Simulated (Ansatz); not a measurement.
Recipe of this trial structure of YMgC4N4: two interpenetrating cyanide-bridged diamond nets (P-43m, No. 215). The dimensions are guesses.

```
CELL_PARAMETERS angstrom
6.18919 0.00000 0.00000
0.00000 6.18919 0.00000
0.00000 0.00000 6.18919
ATOMIC_POSITIONS crystal
Y 0.50000 0.50000 0.50000
Mg 0.00000 0.00000 0.00000
C 0.18470 0.18470 0.18470
C 0.18470 0.81530 0.81530
C 0.81530 0.18470 0.81530
C 0.81530 0.81530 0.18470
N 0.29384 0.29384 0.29384
N 0.29384 0.70616 0.70616
N 0.70616 0.29384 0.70616
N 0.70616 0.70616 0.29384
```

Theory: Ansatz, DFT PBE, scalar-relativistic, plane waves, PAW. Cutoff 420 eV, Gaussian smearing, Γ-centred meshes. Cell and atoms relax first on a coarse mesh and then on a finer one. In between, the cell is made exact in the group found at 0.06 Å. In metals the finer mesh still leaves noise of several meV/atom or more. The steps can't lower the symmetry of their start. No spin polarisation.

A guess keeps its type if space group and coordination stay and the shape of the cell changes little (axis ratios within about 15 %, angles within 6°); the volume may change.

**Question.** Does this structure survive the relaxation?

**Answer.** It keeps its type. The symmetry stays P-43m (No. 215). The volume per atom grows by 15.3 %, from 23.7 to 27.3 Å³. The shortest distance goes from 1.17 Å (C–N) to 1.18 Å (C–N). Counting neighbours within 15 % of an atom's shortest distance, the start has C 1, Mg 4, N 1, Y 4 and the end C 1, Mg 4, N 1, Y 4.

The zero of energy is the elements' standard structures at the same level (N₂ as a molecule); no fitted shifts are applied.

**Question.** At what energy does it end?

**Answer.** −0.02 eV/atom. The formation energy is too near zero to say whether this cell lies below the elements.

The last run used a 6×6×6 mesh for its 10-atom cell and Gaussian smearing of 0.10 eV. For metals, differences of a few meV/atom aren't resolved. The cell is a metal run without spin; a magnetic state may lie lower. The reference form of C is held partly by dispersion forces, which this level lacks. Symmetry constrained the relaxation, so the result can be a saddle point.
